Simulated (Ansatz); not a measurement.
Relaxing a structure of Si₂Mo

The start is a relaxed Si2Mo cell, doubled along one cell vector, shaken by Gaussian noise of σ = 0.08 Å a coordinate. Cell shape, volume and atoms are optimised at zero target pressure with r2SCAN (plane waves to 500 eV, PAW, scalar-relativistic; Ansatz, a program for electronic structure). The first steps use a coarse 5×3×5 k-mesh.

Input geometry:
```
CELL_PARAMETERS angstrom
      5.38621     0.00000     0.00000
      0.00000    10.77242     0.00000
      0.00000     0.00000     5.38621
ATOMIC_POSITIONS crystal
  Si 0.74883 0.37241 0.75313
  Si 0.73687 0.86616 0.77068
  Si 0.75065 0.12393 0.23239
  Si 0.73306 0.62775 0.22994
  Si 0.22006 0.38117 0.22785
  Si 0.24991 0.87960 0.25179
  Si 0.22808 0.11411 0.75278
  Si 0.25477 0.62322 0.75004
  Mo 0.99157 0.99674 0.00082
  Mo 0.00163 0.50917 0.98296
  Mo 0.49694 0.25178 0.52822
  Mo 0.50501 0.73748 0.50530
```

Problem. What is the largest force in the starting geometry, and on which atom (counted from 1)?

Solution. 3.27 eV/Å, on Mo11 (atoms numbered as listed).

Problem. By how much does the energy per atom fall from start to end?

Solution. 1.53 eV/atom.

Problem. Is the parent structure recovered?

Solution. It does not go back: it reaches P1 (No. 1), 1.45 eV/atom below the parent.

Problem. What does it relax into? Give the structure.

Solution. 
```xyz
12
Lattice="4.6306 0.0000 0.0000 -2.2809 6.0892 0.0000 -1.2801 -2.1981 6.3953" Properties=species:S:1:pos:R:3 pbc="T T T"
Si    -2.0536     3.2316     4.5582
Si     2.3945     4.7975     0.6781
Si    -0.7471     1.6668     5.8521
Si     0.4533     3.9318     2.0052
Si     2.9791    -0.2025     3.4595
Si     3.5385     1.7850     0.6518
Si     0.1873    -0.8967     5.9714
Si     1.5991     1.3147     2.1842
Mo     0.3312     4.0674     5.1311
Mo     0.6379    -1.0084     3.0337
Mo     1.5448     1.0586     5.0718
Mo    -0.6070     1.9622     3.0774
```

Final values are on a 11×8×7 k-mesh of the relaxed cell. No spin polarisation in the result.

The relaxed structure here is a generated cell of Si2Mo: the first start was made by placing the elements on the sites of a structure type, and the end was not matched to a known phase here, so it may be hypothetical. Known forms of Si2Mo include space group No. 139.
